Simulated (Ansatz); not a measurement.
Data:

Ge$_{3}$N$_{4}$:
```cif
data_Ge6N8
_chemical_formula_sum 'Ge6 N8'
_space_group_name_H-M_alt 'P63/m'
_space_group_IT_number 176
_space_group_name_Hall '-P 6c'
_cell_length_a 7.99104
_cell_length_b 7.99104
_cell_length_c 3.05963
_cell_angle_alpha 90.000
_cell_angle_beta 90.000
_cell_angle_gamma 120.000
loop_
_atom_site_label
_atom_site_type_symbol
_atom_site_symmetry_multiplicity
_atom_site_Wyckoff_symbol
_atom_site_fract_x
_atom_site_fract_y
_atom_site_fract_z
_atom_site_occupancy
Ge1 Ge 6 h 0.23736 0.40661 0.25000 1
N1 N 2 c 0.33333 0.66667 0.25000 1
N2 N 6 h 0.33044 0.02557 0.25000 1
```

This is the LDA-relaxed structure.

Q: All from LDA in the plane-wave PAW code Ansatz, unless another level is named. Estimate the band gap.

A: 2.37 eV (direct).

Q: Next, the formation energy from the elements (no fitted shifts)?

A: -29 kJ/mol-atom.

Q: Next, the valence-band maximum?

A: at Γ.

Space group P6_3/m. Symmetry was held in the LDA relaxation; of distortions, only those at the zone centre were tested. The references are the lowest solids computed at this level, not always the standard phases (solids in place of the gases). Spin–orbit coupling is left out wherever it is not named.

Potentials: the later of the program's two PAW sets.
